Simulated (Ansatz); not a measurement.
Structure optimisation: cobalt, dhcp

All numbers below come from DFT, PBEsol, plane waves (420 eV) with PAW, scalar-relativistic in Ansatz 0.2.0. The PAW files were generated under PBE, with cores re-solved for the functional.

k-point mesh 14×14×4, Fermi-Dirac smearing 0.05 eV, starting moments 1.70 ×2, -1.70 ×2 μB. Cell and atoms relax.

Starting structure:

```yaml
crystal:
  lattice:
    - [2.50188, 0.00000, 0.00000]
    - [-1.25094, 2.16670, 0.00000]
    - [0.00000, 0.00000, 8.17115]
  atoms:
    - { symbol: Co, position: [0.00000, 0.00000, 0.00000] }
    - { symbol: Co, position: [0.00000, 0.00000, 0.50000] }
    - { symbol: Co, position: [0.33333, 0.66667, 0.25000] }
    - { symbol: Co, position: [0.66667, 0.33333, 0.75000] }
```

Problem. The pressure at the start is -13.0 GPa. By how much does the volume change?

Solution. From 11.07 to 10.38 Å³ per atom, -6.3 %. The final cell has a = 2.455 Å, c = 7.955 Å (c/a = 3.241).

Problem. How much energy does the relaxation gain?

Solution. 30.7 meV per atom.

Path of the relaxation (the plane waves are chosen anew near the end, which can shift the energy a little):

| step | E − E(final) (meV/atom) | V (Å³/atom) | P (GPa) | max force (eV/Å) |
| --- | --- | --- | --- | --- |
| 0 | 30.71 | 11.074 | -12.99 | 0.000 |
| 1 | 6.22 | 10.688 | -6.43 | 0.000 |
| 2 | -0.51 | 10.333 | 1.19 | 0.000 |
| 3 | -0.64 | 10.387 | -0.09 | 0.000 |
| 4 | -0.64 | 10.383 | 0.00 | 0.000 |
| 5 | 0.00 | 10.383 | -0.08 | 0.000 |
| 6 | -0.01 | 10.379 | 0.00 | 0.000 |
| 7 | 0.00 | 10.379 | 0.00 | 0.000 |

Problem. Which magnetic state does it end in?

Solution. ferromagnetic, net 1.57 μB per atom; moments 1.65 ×2, 1.62 ×2 μB.
